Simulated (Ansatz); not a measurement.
Given:

PtC (zinc blende, F-43m), a = 4.718 Å, b = 4.718 Å, c = 4.718 Å, α = 90.00°, β = 90.00°, γ = 90.00°; the cell used has 2 atoms.

This is the PBE-relaxed structure.

**Question.** All from DFT-PBE in the program Ansatz with PAW potentials, unless another level is named. Estimate the electronic character.

**Answer.** metallic (no gap).

**Question.** Predict the formation energy from the elements (no fitted shifts).

**Answer.** 884 meV/atom.

**Question.** What about the density of states at the Fermi level?

**Answer.** 0.43 states/eV per atom (mean over ±0.08 eV).

**Question.** And the gap with spin–orbit coupling?

**Answer.** none (metallic).

The start of the workflow was typed in or built on a structure type; neither database checked (COD, Materials Project) lists it. Its standing as an ambient phase is unchecked. The PBE relaxation kept the symmetry of its start; whether a distortion lowers the energy is not shown. The run is not spin-polarised. Its formation energy is positive at this level, so the cell may be metastable or incomplete. The references are the lowest solids computed at this level, not always the standard phases. Spin–orbit coupling is left out wherever it is not named.

Potentials: the earlier of the program's two PAW sets.
